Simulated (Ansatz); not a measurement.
# Stability checks on a candidate for MoW₂

The cell was found from a structure generator's guess, not taken from experiment.

All numbers below come from DFT PBE, scalar-relativistic, plane waves, PAW (Ansatz 0.2.0). Cutoff 420 eV, Γ-centred 12×12×16 mesh (3-atom cell), Gaussian smearing of 0.10 eV, no spin polarisation.

Space group P-3m1 (No. 164). a = 4.491 Å, b = 4.491 Å, c = 2.751 Å, α = 90.00°, β = 90.00°, γ = 120.00°
```tsv
atom	site	symmetry	x	y	z
Mo	1b	-3m.	0.0000	0.0000	0.5000
W	2d	3m.	0.3333	0.6667	0.8313
```

Energies over the elements count from the elements' standard structures at the same level, with no fitted energy shifts.

Problem. These tests were run: energy against the elements; phonons at Γ; elastic tensor. What do they show?

Solution.

```
                       test                        result
energy against the elements                  0.00 eV/atom
               phonons at Γ  lowest optical mode 155 cm⁻¹
             elastic tensor      least eigenvalue 126 GPa
```

It fails none of these tests outright. Whether a mixture of other phases lies lower isn't tested here. Phonons away from Γ weren't computed. Undecided within the accuracy: energy against the elements.

For metals, differences of a few meV/atom aren't resolved. Spin–orbit coupling, which can matter for W, is left out. The run for the phonons used a 12×12×16 k mesh and Fermi–Dirac smearing of 0.15 eV. The run for the elastic tensor used a 12×12×16 k mesh and Fermi–Dirac smearing of 0.15 eV.
